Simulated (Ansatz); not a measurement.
Relaxed-ion elastic tensor of SrTiO₃ (cubic perovskite, Pm-3m) in GPa (Voigt order), PBEsol in the plane-wave PAW code Ansatz; density 5.17 g/cm³, 11.78 Å³ per atom.

```
350  104  104  0.0  0.0  0.0
104  350  104  0.0  0.0  0.0
104  104  350  0.0  0.0  0.0
0.0  0.0  0.0  114  0.0  0.0
0.0  0.0  0.0  0.0  114  0.0
0.0  0.0  0.0  0.0  0.0  114
```

Problem. Is the crystal mechanically stable?

Solution. Yes: the smallest eigenvalue of C is 114 GPa.

Problem. Work out the Voigt, Reuss and Hill averages.

Solution. K_V = 186, K_R = 186, K_H = 186; G_V = 118, G_R = 118, G_H = 118 GPa.

Problem. Give Young's modulus, Poisson's ratio, Pugh's ratio and the universal anisotropy index.

Solution. E = 9KG/(3K + G) = 292 GPa; ν = 0.24; K/G = 1.58 (brittle by the Pugh limit of 1.75); A_U = 5G_V/G_R + K_V/K_R − 6 = 0.01.

Problem. Estimate the sound speeds and the Debye temperature.

Solution. v_l = √((K + 4G/3)/ρ) = 8140 m/s, v_t = √(G/ρ) = 4770 m/s, mean 5290 m/s; Θ = (h/k)(3n/4πV)^(1/3) v_m = 692 K.

Problem. Give the Zener ratio and Young's modulus along [100], [110] and [111].

Solution. A = 2C44/(C11 − C12) = 0.93; 1/E = S11 − 2(S11 − S12 − S44/2)Γ with Γ = 0, 1/4, 1/3 gives 303, 289, 285 GPa.

Problem. Solve the Christoffel equation for the three sound speeds along [100], [110], [111].

Solution. Eigenvalues of C_ijkl n_j n_l equal ρv². In km/s, slowest first: [100] 4.70, 4.70, 8.23; [110] 4.70, 4.88, 8.12; [111] 4.82, 4.82, 8.09.

The cell was relaxed with PBEsol under the symmetry of its start. No spin polarisation was allowed.

Potentials: the later of the program's two PAW sets.
